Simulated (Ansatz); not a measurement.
# Two states of VF₃

```
CELL_PARAMETERS angstrom
2.61743 1.51117 4.53728
-2.61743 1.51117 4.53728
0.00000 -3.02235 4.53728
ATOMIC_POSITIONS crystal
V 0.00000 0.00000 0.00000
V 0.50000 0.50000 0.50000
F 0.65010 0.84990 0.25000
F 0.25000 0.65010 0.84990
F 0.84990 0.25000 0.65010
F 0.34990 0.15010 0.75000
F 0.75000 0.34990 0.15010
F 0.15010 0.75000 0.34990
```

Level: r2SCAN; 500 eV; 5×5×5 Γ-centred mesh; fermi-dirac occupations (width 0.1 eV); Ansatz 0.2.0, fixed geometry.

State A: V1 up, V2 down (collinear spin). State B: V1 up, V2 up (collinear spin).

Task: Compare the two self-consistent states.

Result: State B is lower by 3.6 meV an atom at zero smearing; in free energy at this smearing B lies -4.6 meV an atom from A.

| state | free energy (meV/atom) | largest moment in a small sphere (μB) | net moment (μB/cell) | gap on mesh (eV) | pressure (GPa) | largest force (eV/Å) |
| --- | --- | --- | --- | --- | --- | --- |
| A | 4.6 | 1.53 | 0.00 | 0.92 | -4.7 | 0.16 |
| B | 0.0 | 1.57 | 4.00 | 0.62 | -5.0 | 0.40 |

Origin: a database entry at a rescaled volume. Caveats: the state breaks the symmetry of the cell; an odd or shifted mesh can miss the band edges, so this level's true gap may be smaller.
